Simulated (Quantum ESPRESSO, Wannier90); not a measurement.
Wannierisation of TiB2 (P6/mmm)

```yaml
crystal:
  lattice:
    - [3.02593, 0.00000, 0.00000]
    - [-1.51296, 2.62053, 0.00000]
    - [0.00000, 0.00000, 3.22877]
  atoms:
    - { symbol: Ti, position: [0.00000, 0.00000, 0.00000] }
    - { symbol: B, position: [0.33333, 0.66667, 0.50000] }
    - { symbol: B, position: [0.66667, 0.33333, 0.50000] }
```

Materials Project entry mp-1145; symmetrised, unrelaxed at this level. COD (Crystallography Open Database) has an entry of this formula and space group (matched by these alone). Computed values, not measurements, from LDA: Quantum ESPRESSO (norm-conserving PseudoDojo potentials, cutoff 68 Ry, no spin polarisation, no spin-orbit coupling) on a Γ-centred 12×12×6 mesh, then Wannier90. Density: 12×12×10 mesh, cold smearing 0.01 Ry.

The lattice is scaled uniformly with fixed fractional positions (axis ratios and free coordinates are held, so this isn't the response to pressure), and at each scale an atom-like model (Ti spd, B sp; disentangled, num_iter = 0) is made. Listed is the largest hopping of each kind of orbital pair shown, with the distance of the two functions' centres at scale 1; the mesh was not varied.

| scale | modulus of t, B2 py–B3 py at 1.82 Å (eV) | modulus of t, B2 s–B3 py at 1.78 Å (eV) | modulus of t, B2 s–B3 s at 1.75 Å (eV) |
|---|---|---|---|
| 0.960 | 5.793 | 4.685 | 3.032 |
| 0.980 | 5.529 | 4.489 | 2.904 |
| 1.000 | 5.276 | 4.300 | 2.782 |
| 1.020 | 5.038 | 4.098 | 2.630 |
| 1.040 | 4.811 | 3.920 | 2.514 |

### Question
With |t| ∝ d^(−η), find η for each hopping from the ends of the series.

### Answer
- B2 py–B3 py at 1.82 Å: η = −ln(4.811/5.793)/ln(1.040/0.960) = 2.3
- B2 s–B3 py at 1.78 Å: η = −ln(3.920/4.685)/ln(1.040/0.960) = 2.2
- B2 s–B3 s at 1.75 Å: η = −ln(2.514/3.032)/ln(1.040/0.960) = 2.3
Harrison's rules would take η = 2.0, 2.0, 2.0 for these pairs; they describe atomic orbitals, while these are orthogonalised and change shape with the volume.
